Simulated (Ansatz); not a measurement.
Relaxed-ion elastic tensor of HfC (rock salt, space group No. 225) in GPa (Voigt order), plane-wave PAW r²SCAN (Ansatz code); density 12.66 g/cm³, 12.50 Å³ per atom.

```
518  108  108  0.0  0.0  0.0
108  518  108  0.0  0.0  0.0
108  108  518  0.0  0.0  0.0
0.0  0.0  0.0  188  0.0  0.0
0.0  0.0  0.0  0.0  188  0.0
0.0  0.0  0.0  0.0  0.0  188
```

Problem. Is the crystal mechanically stable?

Solution. Yes: the smallest eigenvalue of C is 188 GPa.

Problem. Work out the Voigt, Reuss and Hill averages.

Solution. K_V = 245, K_R = 245, K_H = 245; G_V = 195, G_R = 195, G_H = 195 GPa.

Problem. Give Young's modulus, Poisson's ratio, Pugh's ratio and the universal anisotropy index.

Solution. E = 9KG/(3K + G) = 462 GPa; ν = 0.19; K/G = 1.26 (brittle by the Pugh limit of 1.75); A_U = 5G_V/G_R + K_V/K_R − 6 = 0.01.

Problem. Estimate the sound speeds and the Debye temperature.

Solution. v_l = √((K + 4G/3)/ρ) = 6310 m/s, v_t = √(G/ρ) = 3920 m/s, mean 4320 m/s; Θ = (h/k)(3n/4πV)^(1/3) v_m = 555 K.

Problem. Give the Zener ratio and Young's modulus along [100], [110] and [111].

Solution. A = 2C44/(C11 − C12) = 0.92; 1/E = S11 − 2(S11 − S12 − S44/2)Γ with Γ = 0, 1/4, 1/3 gives 481, 457, 449 GPa.

Problem. Solve the Christoffel equation for the three sound speeds along [100], [110], [111].

Solution. Eigenvalues of C_ijkl n_j n_l equal ρv². In km/s, slowest first: [100] 3.86, 3.86, 6.40; [110] 3.86, 4.02, 6.29; [111] 3.97, 3.97, 6.26.

Space group Fm-3m (rock salt). The cell was relaxed with r²SCAN under the symmetry of its start. The run is not spin-polarised. As this level gives no gap, shear constants depend on the k-mesh and smearing (Fermi–Dirac, 0.1 eV here). Scalar-relativistic: spin–orbit coupling is off unless named, which matters more the heavier the elements.

Potentials: the earlier of the program's two PAW sets. The files were generated under PBE; for other functionals the program regenerates the frozen cores, and for LDA and PBEsol the local potential too.
